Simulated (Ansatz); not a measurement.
Level of theory: DFT r2SCAN, scalar-relativistic, plane waves, PAW (Ansatz).

Structure of Ta2O5:

```xyz
14
Lattice="6.2110 0.0000 0.0000 0.0000 3.7875 0.0000 -0.0001 0.0000 7.3274" Properties=species:S:1:pos:R:3 pbc="T T T"
Ta   -0.1253    0.0000   -0.0827
Ta    0.1918    0.0000    3.5810
Ta    3.2973    0.0000    1.6613
Ta    2.9801    0.0000    5.3250
O    -0.2874    1.8938   -0.3592
O     0.3539    1.8938    3.3047
O     3.4595    1.8938    1.9376
O     2.8180    1.8938    5.6013
O     1.5861    0.0000    0.7892
O     5.3777    0.0000    1.8159
O     4.6914    0.0000    4.4529
O     2.2721    0.0000    3.4263
O     0.8998    0.0000    5.4797
O     4.0053    0.0000    7.0900
```

Plane waves to 500 eV, a k mesh through Γ of 6×8×4 on the computed 14-atom cell and Gaussian smearing (0.02 eV); no spin polarisation.

Levels along Γ–X–S–Y–Γ–Z–U–R–T–Z | X–U | Y–T | S–R, in eV from a zero inside the gap, sorted by energy at each point. Points in fractions of the primitive reciprocal vectors: Γ (0.000 0.000 0.000), X (-0.500 0.000 0.000), S (-0.500 0.000 -0.500), Y (0.000 0.000 -0.500), Z (0.000 -0.500 0.000), U (-0.500 -0.500 0.000), R (-0.500 -0.500 -0.500), T (0.000 -0.500 -0.500).
```
point k (1/Å, with 2π) band 53  band 54  band 55  band 56  band 57  band 58  band 59
    Γ             0.000    -2.52    -2.37    -2.30    -2.14     1.64     1.65     1.96
    -             0.101    -2.51    -2.35    -2.32    -2.17     1.64     1.69     1.94
    -             0.202    -2.51    -2.37    -2.33    -2.25     1.63     1.83     1.88
    -             0.303    -2.52    -2.44    -2.35    -2.33     1.63     1.79     2.03
    -             0.405    -2.58    -2.46    -2.43    -2.39     1.63     1.71     2.25
    X             0.506    -2.56    -2.56    -2.42    -2.42     1.66     1.66     2.42
    -             0.592    -2.56    -2.56    -2.40    -2.40     1.70     1.70     2.40
    -             0.677    -2.55    -2.55    -2.37    -2.37     1.81     1.81     2.35
    -             0.763    -2.52    -2.52    -2.33    -2.33     1.97     1.97     2.33
    -             0.849    -2.51    -2.51    -2.32    -2.32     2.15     2.15     2.33
    S             0.935    -2.51    -2.51    -2.31    -2.31     2.28     2.28     2.34
    -             1.036    -2.52    -2.52    -2.30    -2.30     2.11     2.12     2.38
    -             1.137    -2.45    -2.45    -2.28    -2.28     1.93     1.93     2.50
    -             1.238    -2.39    -2.39    -2.25    -2.25     1.78     1.78     2.62
    -             1.339    -2.34    -2.34    -2.23    -2.23     1.69     1.69     2.70
    Y             1.440    -2.32    -2.32    -2.22    -2.22     1.65     1.65     2.73
    -             1.526    -2.34    -2.32    -2.26    -2.20     1.56     1.76     2.55
    -             1.612    -2.39    -2.34    -2.33    -2.18     1.50     1.87     2.24
    -             1.698    -2.48    -2.39    -2.35    -2.16     1.51     1.94     1.96
    -             1.783    -2.50    -2.37    -2.35    -2.15     1.58     1.73     2.01
    Γ             1.869    -2.52    -2.37    -2.30    -2.14     1.64     1.65     1.96
    -             2.035    -2.69    -2.39    -2.28    -2.19     1.60     1.86     2.19
    -             2.201    -2.42    -2.31    -2.29    -2.25     1.48     2.18     2.49
    -             2.367    -2.26    -2.19    -2.10    -1.76     1.38     2.16     3.22
    -             2.533    -2.20    -2.19    -1.94    -1.44     1.35     2.15     3.49
    Z             2.699    -2.21    -2.18    -1.89    -1.34     1.34     2.16     3.56
    -             2.800    -2.30    -2.16    -1.82    -1.36     1.40     2.18     3.54
    -             2.901    -2.54    -2.10    -1.74    -1.41     1.57     2.25     3.46
    -             3.002    -2.73    -2.08    -1.68    -1.48     1.81     2.35     3.32
    -             3.103    -2.49    -2.12    -1.64    -1.55     2.09     2.41     3.17
    U             3.204    -2.26    -2.26    -1.60    -1.60     2.33     2.33     3.15
    -             3.290    -2.25    -2.25    -1.62    -1.62     2.31     2.31     3.21
    -             3.376    -2.22    -2.22    -1.66    -1.66     2.27     2.27     3.34
    -             3.462    -2.17    -2.17    -1.72    -1.72     2.27     2.27     3.47
    -             3.547    -2.11    -2.11    -1.79    -1.79     2.28     2.28     3.56
    R             3.633    -2.07    -2.07    -1.83    -1.83     2.29     2.29     3.59
    -             3.734    -2.06    -2.06    -1.81    -1.81     2.33     2.33     3.56
    -             3.835    -2.07    -2.07    -1.75    -1.75     2.40     2.40     3.50
    -             3.937    -2.11    -2.11    -1.68    -1.68     2.47     2.47     3.42
    -             4.038    -2.17    -2.17    -1.63    -1.63     2.52     2.52     3.37
    T             4.139    -2.19    -2.19    -1.61    -1.61     2.54     2.54     3.35
    -             4.225    -2.24    -2.12    -1.72    -1.51     2.33     2.54     3.34
    -             4.310    -2.27    -2.03    -1.85    -1.44     2.00     2.43     3.41
    -             4.396    -2.27    -1.99    -1.96    -1.38     1.67     2.29     3.49
    -             4.482    -2.25    -2.10    -1.91    -1.35     1.43     2.19     3.54
    Z             4.568    -2.21    -2.18    -1.89    -1.34     1.34     2.16     3.56
    X             4.568    -2.56    -2.56    -2.42    -2.42     1.66     1.66     2.42
    -             4.734    -2.45    -2.45    -2.38    -2.38     1.90     1.90     2.37
    -             4.899    -2.46    -2.46    -2.20    -2.20     2.27     2.27     2.41
    -             5.065    -2.29    -2.29    -1.92    -1.92     2.33     2.33     2.72
    -             5.231    -2.26    -2.26    -1.68    -1.68     2.33     2.33     3.05
    U             5.397    -2.26    -2.26    -1.60    -1.60     2.33     2.33     3.15
    Y             5.397    -2.32    -2.32    -2.22    -2.22     1.65     1.65     2.73
    -             5.563    -2.54    -2.54    -2.37    -2.37     1.95     1.95     2.68
    -             5.729    -2.52    -2.52    -2.23    -2.23     2.51     2.51     2.66
    -             5.895    -2.31    -2.31    -1.86    -1.86     2.51     2.51     3.09
    -             6.061    -2.22    -2.22    -1.66    -1.66     2.53     2.53     3.29
    T             6.227    -2.19    -2.19    -1.61    -1.61     2.54     2.54     3.35
    S             6.227    -2.51    -2.51    -2.31    -2.31     2.28     2.28     2.34
    -             6.393    -2.40    -2.40    -2.26    -2.26     2.27     2.27     2.33
    -             6.558    -2.31    -2.31    -2.29    -2.29     2.32     2.32     2.37
    -             6.724    -2.15    -2.15    -2.08    -2.08     2.30     2.30     2.81
    -             6.890    -2.08    -2.08    -1.89    -1.89     2.29     2.29     3.33
    R             7.056    -2.07    -2.07    -1.83    -1.83     2.29     2.29     3.59
```

Spin-orbit coupling is left out, which matters for the bands of heavy elements.

Cost: 1 run of about 26 core-minutes, on Intel Xeon Processor @ 2.50GHz (Skylake/Cascade Lake) (shared hosts).